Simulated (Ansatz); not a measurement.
**Rh3O4: reading a single point**

```
Rh O
1.0
     0.00000    4.21817    4.21817
     4.21817    0.00000    4.21817
     4.21817    4.21817    0.00000
Rh O
6 8
Direct
  0.12500 0.12500 0.12500
  0.87500 0.87500 0.87500
  0.50000 0.50000 0.50000
  0.00000 0.50000 0.50000
  0.50000 0.50000 0.00000
  0.50000 0.00000 0.50000
  0.26100 0.26100 0.26100
  0.28300 0.73900 0.73900
  0.26100 0.26100 0.71700
  0.73900 0.28300 0.73900
  0.71700 0.26100 0.26100
  0.73900 0.73900 0.73900
  0.26100 0.71700 0.26100
  0.73900 0.73900 0.28300
```

Method: r2SCAN, no spin polarisation; PAW, plane waves to 500 eV, 7×7×7 Γ-centred mesh, fermi-dirac occupations (width 0.0597 eV) (Ansatz 0.2.0), atoms fixed.

**Question.** What do density and ELF say about some of the short contacts?

**Answer.** Rh–O at 1.99 Å: least valence density 0.82 e/Å³ and ELF 0.19 there. These are pseudo-fields; inside the PAW spheres they differ from the all-electron ones.

**Question.** Which element gives electrons and which takes them?

**Answer.** Bader charges in e: Rh +1.01 to +1.35, O -0.93. In the mean Rh gives up most and O takes most.

**Question.** Where is the largest force?

**Answer.** The largest is on O7 (and as large on other atoms): 0.56 eV/Å, components (0.32, 0.32, 0.32). It makes 180° with the line to a nearest neighbour, Rh1 at 1.99 Å, pointing away from it.

**Question.** Is there a gap?

**Answer.** It is a metal on this mesh, though the bands barely overlap, with about 10 states/eV a cell as the mean within 0.25 eV of the Fermi level, mostly Rh d (68 %) and O p (25 %).

**Question.** Is the cell too large or too small?

**Answer.** The pressure is 16.2 GPa (compression positive), so with the atoms held at these fractions the cell would first expand.

Origin: a known structure type with other elements, at an estimated volume, so it need not be a known compound. Caveats: many states at the Fermi level without spin polarisation, so a magnetic state may lie lower; atoms or cell far from equilibrium.
